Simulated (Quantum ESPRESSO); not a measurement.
# Hf2TiGaO7F: input and log of a self-consistent run

Simulated, not a measurement. The program is pw.x of Quantum ESPRESSO 7.5 (plane-wave density functional theory). The cell is made up: 12 atoms on a fluorite lattice, with randomly drawn elements, strain and displacements, not relaxed. PseudoDojo standard norm-conserving files (v0.5 for PBE, v0.4.1 for LDA and PBEsol) set the functional; there is no spin polarisation, spin-orbit coupling or dispersion term, and the masses in the input are unused placeholders.

The hafnium pseudopotential is less sure than the others, with forces about 3 percent (worst 6) and pressure in oxides about 1.5 GPa (worst 2.7) from a second method in checks, which no rerun with the same files tests.

Input:

```
&control calculation='scf', pseudo_dir='./dojo.nc.sr.pbe.v0_5.standard.upf', outdir='./o', disk_io='medium', tprnfor=.true., tstress=.true. /
&system ibrav=0, nat=12, ntyp=5, nbnd=55, ecutwfc=84.00895049, nosym=.true., tot_charge=0,
 occupations='smearing', smearing='fd', degauss=0.0018374661
/
&electrons conv_thr=7.350e-09, electron_maxstep=60, /
ATOMIC_SPECIES
F 1.0 F.upf
Ga 1.0 Ga.upf
Hf 1.0 Hf.upf
O 1.0 O.upf
Ti 1.0 Ti.upf
CELL_PARAMETERS angstrom
4.8169 -0.04 0.0408
-0.04 4.8609 0.0469
0.0408 0.0469 4.9199
ATOMIC_POSITIONS angstrom
Hf 0.0201 0.0019 0.0044
Hf 0.0097 2.4611 2.5078
Ti 2.3718 0.0272 2.542
Ga 2.4106 2.4329 0.0345
O 1.1605 1.1917 1.2611
O 1.2465 1.2426 3.6767
O 1.1798 3.6451 1.2843
O 1.1575 3.7167 3.7333
F 3.6454 1.2245 1.2568
O 3.6134 1.2314 3.6873
O 3.5701 3.6447 1.3181
O 3.6099 3.6549 3.7087
K_POINTS automatic
5 5 5 1 1 1
```

The log is shortened where brackets say so; the opening notice, blank lines, dates and the lines on written files are dropped, and the path of the files is cut. It prints rydbergs, bohrs and kilobars, and counts compression as positive stress. With no partly filled state, the Fermi energy that it prints is only some level between the filled and the empty states on the mesh, and need not lie in the true gap.

```
     Program PWSCF v.7.5
     Parallel version (MPI & OpenMP), running on       1 processor cores
     Number of MPI processes:                 1
     Threads/MPI process:                     1
     [start-up lines left out]
     bravais-lattice index     =            0
     lattice parameter (alat)  =       9.1033  a.u.
     unit-cell volume          =     777.2066 (a.u.)^3
     number of atoms/cell      =           12
     number of atomic types    =            5
     number of electrons       =        98.00
     number of Kohn-Sham states=           55
     kinetic-energy cutoff     =      84.0090  Ry
     charge density cutoff     =     336.0358  Ry
     scf convergence threshold =      7.3E-09
     mixing beta               =       0.7000
     number of iterations used =            8  plain     mixing
     Exchange-correlation= PBE
                           (   1   4   3   4   0   0   0)
     [axes and pseudopotential details left out]
   Cartesian axes
     site n.     atom                  positions (alat units)
         1        Hf     tau(   1) = (   0.0041725   0.0003944   0.0009134  )
         2        Hf     tau(   2) = (   0.0020136   0.5108943   0.5205887  )
         3        Ti     tau(   3) = (   0.4923567   0.0056464   0.5276882  )
         4        Ga     tau(   4) = (   0.5004111   0.5050403   0.0071618  )
         5        O      tau(   5) = (   0.2409056   0.2473824   0.2617890  )
         6        O      tau(   6) = (   0.2587582   0.2579486   0.7632381  )
         7        O      tau(   7) = (   0.2449121   0.7566783   0.2666050  )
         8        O      tau(   8) = (   0.2402829   0.7715416   0.7749875  )
         9        F      tau(   9) = (   0.7567406   0.2541913   0.2608963  )
        10        O      tau(  10) = (   0.7500977   0.2556236   0.7654385  )
        11        O      tau(  11) = (   0.7411092   0.7565952   0.2736215  )
        12        O      tau(  12) = (   0.7493712   0.7587126   0.7698809  )
     number of k points=    63  Fermi-Dirac smearing, width (Ry)=  0.0018
                       cart. coord. in units 2pi/alat
        k(    1) = (   0.1000148   0.0989972   0.0961402), wk =   0.0320000
        k(    2) = (   0.0983400   0.0970937   0.2919990), wk =   0.0320000
     [further k points left out]
     Dense  grid:    80853 G-vectors     FFT dimensions: (  54,  54,  60)
     Estimated max dynamical RAM per process >     147.75 MB
     Initial potential from superposition of free atoms
     starting charge      97.9920, renormalised to      98.0000
     Starting wfcs are   71 randomized atomic wfcs
     total cpu time spent up to now is       28.9 secs
     per-process dynamical memory:    88.2 Mb
     Self-consistent Calculation
     iteration #  1     ecut=    84.01 Ry     beta= 0.70
     Davidson diagonalization with overlap
     ethr =  1.00E-02,  avg # of iterations =  2.0
     total cpu time spent up to now is       87.2 secs
     total energy              =    -777.02355170 Ry
     estimated scf accuracy    <       4.40830971 Ry
     iteration #  2     ecut=    84.01 Ry     beta= 0.70
     Davidson diagonalization with overlap
     ethr =  4.50E-03,  avg # of iterations =  6.1
     total cpu time spent up to now is      192.9 secs
     total energy              =    -772.18631673 Ry
     estimated scf accuracy    <      45.71105248 Ry
     iteration #  3     ecut=    84.01 Ry     beta= 0.70
     Davidson diagonalization with overlap
     ethr =  4.50E-03,  avg # of iterations =  7.7
     total cpu time spent up to now is      273.3 secs
     total energy              =    -779.03524352 Ry
     estimated scf accuracy    <       2.99075658 Ry
     iteration #  4     ecut=    84.01 Ry     beta= 0.70
     Davidson diagonalization with overlap
     ethr =  3.05E-03,  avg # of iterations =  2.5
     total cpu time spent up to now is      340.4 secs
     total energy              =    -779.24505302 Ry
     estimated scf accuracy    <       0.90810585 Ry
     iteration #  5     ecut=    84.01 Ry     beta= 0.70
     Davidson diagonalization with overlap
     ethr =  9.27E-04,  avg # of iterations =  7.5
     total cpu time spent up to now is      424.5 secs
     total energy              =    -779.15985829 Ry
     estimated scf accuracy    <       0.51006416 Ry
     [iterations 6 to 11 left out]
     iteration # 12     ecut=    84.01 Ry     beta= 0.70
     Davidson diagonalization with overlap
     ethr =  6.94E-09,  avg # of iterations =  2.0
     total cpu time spent up to now is      900.2 secs
     total energy              =    -779.22459311 Ry
     estimated scf accuracy    <       0.00000235 Ry
     iteration # 13     ecut=    84.01 Ry     beta= 0.70
     Davidson diagonalization with overlap
     ethr =  2.40E-09,  avg # of iterations =  2.0
     total cpu time spent up to now is      974.2 secs
     total energy              =    -779.22459308 Ry
     estimated scf accuracy    <       0.00000099 Ry
     iteration # 14     ecut=    84.01 Ry     beta= 0.70
     Davidson diagonalization with overlap
     ethr =  1.01E-09,  avg # of iterations =  1.6
     total cpu time spent up to now is     1031.7 secs
     total energy              =    -779.22459320 Ry
     estimated scf accuracy    <       0.00000003 Ry
     iteration # 15     ecut=    84.01 Ry     beta= 0.70
     Davidson diagonalization with overlap
     ethr =  2.78E-11,  avg # of iterations =  5.0
     total cpu time spent up to now is     1138.1 secs
     total energy              =    -779.22459321 Ry
     estimated scf accuracy    <       0.00000001 Ry
     iteration # 16     ecut=    84.01 Ry     beta= 0.70
     Davidson diagonalization with overlap
     ethr =  1.39E-11,  avg # of iterations =  2.2
     total cpu time spent up to now is     1211.6 secs
     End of self-consistent calculation
          k = 0.1000 0.0990 0.0961 ( 10105 PWs)   bands (ev):
   -47.9975 -47.8476 -44.8456 -21.1867 -21.0250 -21.0035 -17.2414 -17.0043
   -16.8646 -16.8127 -16.6267 -16.5687 -12.1658  -6.1877  -4.5821  -4.5155
    -4.4406  -4.2047  -4.0967  -3.0946  -1.3120  -1.2868  -1.2563  -1.1100
    -1.0656   4.0500   4.9775   5.0458   6.2688   6.8878   6.9286   7.4904
     7.8080   7.9391   8.3410   8.5193   9.0193  10.0214  10.2178  10.4924
    10.9713  11.3813  11.4100  11.8513  11.9242  12.2284  12.4582  12.5478
    12.8880  13.8173  14.6554  15.4824  16.4361  16.8055  16.8550
     [levels at the other k points left out]
     the Fermi energy is    13.3471 ev
!    total energy              =    -779.22459321 Ry
     estimated scf accuracy    <          1.2E-09 Ry
     smearing contrib. (-TS)   =      -0.00000000 Ry
     internal energy E=F+TS    =    -779.22459321 Ry
     The total energy is F=E-TS. E is the sum of the following terms:
     one-electron contribution =    -147.15624248 Ry
     hartree contribution      =     144.84074695 Ry
     xc contribution           =    -187.24717095 Ry
     ewald contribution        =    -589.66192674 Ry
     convergence has been achieved in  16 iterations
     Forces acting on atoms (cartesian axes, Ry/au):
     atom    1 type  3   force =     0.02297787   -0.06746695   -0.04336981
     atom    2 type  3   force =     0.04293025    0.07519072    0.01976392
     atom    3 type  5   force =    -0.05383871   -0.07819361    0.04854494
     atom    4 type  2   force =    -0.03936960    0.05209093   -0.02764000
     atom    5 type  4   force =     0.06951349    0.00454735   -0.00468827
     atom    6 type  4   force =     0.03635391    0.01389359    0.00658978
     atom    7 type  4   force =     0.04652031    0.00948323   -0.01246414
     atom    8 type  4   force =     0.04958784    0.00568164   -0.01939556
     atom    9 type  1   force =    -0.05049877   -0.00331162   -0.00432363
     atom   10 type  4   force =    -0.03524327   -0.03401256    0.02582186
     atom   11 type  4   force =    -0.03072923    0.00398360   -0.01531805
     atom   12 type  4   force =    -0.05820409    0.01811367    0.02647897
     Total force =     0.232834     Total SCF correction =     0.000098
     Computing stress (Cartesian axis) and pressure
          total   stress  (Ry/bohr**3)                   (kbar)     P=      231.27
   0.00185678   0.00004255  -0.00015217          273.14        6.26      -22.38
   0.00004255   0.00160620  -0.00004758            6.26      236.28       -7.00
  -0.00015217  -0.00004758   0.00125349          -22.38       -7.00      184.40
     init_run     :     25.75s CPU     28.67s WALL (       1 calls)
     electrons    :   1131.23s CPU   1182.72s WALL (       1 calls)
     forces       :     12.60s CPU     12.78s WALL (       1 calls)
     stress       :     52.18s CPU     52.42s WALL (       1 calls)
     [timing details left out]
     PWSCF        :  20m22.26s CPU  21m18.71s WALL
     JOB DONE.
```

In other units: free energy -10601.891 eV for the cell, pressure 23.13 GPa, largest force component 2.010 eV/Å. A rerun of this cell at a cutoff of 1437 eV and k mesh 7 x 7 x 7 moved values by no more than 0.003 eV in energy, 0.05 GPa in stress and 0.003 eV/Å in force.